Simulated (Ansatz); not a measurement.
# Y2ReNO6, a known structure type with other elements, at an estimated volume

```
CELL_PARAMETERS angstrom
0.00000 5.35527 0.00000
5.35527 0.00000 0.00000
2.67763 2.67763 -3.84248
ATOMIC_POSITIONS crystal
Re 0.50000 0.50000 0.00000
O 0.25700 0.25700 0.48600
O 0.74300 0.74300 0.51400
O 0.22380 0.29340 0.00000
O 0.29340 0.77620 0.00000
O 0.77620 0.70660 0.00000
O 0.70660 0.22380 0.00000
Y 0.75000 0.25000 0.50000
Y 0.25000 0.75000 0.50000
N 0.00000 0.00000 0.00000
```

The numbers come from plane-wave PAW DFT (Ansatz): r2SCAN, no spin polarisation, 500 eV, 6×6×6 Γ-centred k points, fermi-dirac occupations (width 0.1 eV). Nothing was relaxed.

**Contacts.** Re–O at 1.85 Å: least valence density 1.24 e/Å³ and ELF 0.27 there. O–N at 1.98 Å: least valence density 0.51 e/Å³ and ELF 0.21 there. Y–O at 2.52 Å: least valence density 0.25 e/Å³ and ELF 0.09 there. These are pseudo-fields; inside the PAW spheres they differ from the all-electron ones.
**Electronic structure.** It is a metal, with about 6.2 states/eV a cell as the mean within 0.25 eV of the Fermi level, mostly Re d (34 %), N p (27 %) and O p (21 %).
**Forces.** The largest is on O4 (and as large on other atoms): 2.91 eV/Å, components (-0.32, -2.89, 0.00). It makes 150° with the line to a nearest neighbour, Re1 at 1.85 Å, pointing away from it.
**Stress.** The pressure is 15.6 GPa (compression positive), so with the atoms held at these fractions the cell would first expand; the forces are large, so a full relaxation may end otherwise.

Origin: a known structure type with other elements, at an estimated volume, so it need not be a known compound. Caveats: many states at the Fermi level without spin polarisation, so a magnetic state may lie lower; correlation that this level lacks may open a gap in such a compound; atoms or cell far from equilibrium.

Run time, from a saved density: 35 s on 1 thread of Intel(R) Xeon(R) Platinum 8375C CPU @ 2.90GHz (Ice Lake), on a shared host, peak memory 0.83 GiB. The time holds forces, stress, DOS, bands, ELF.
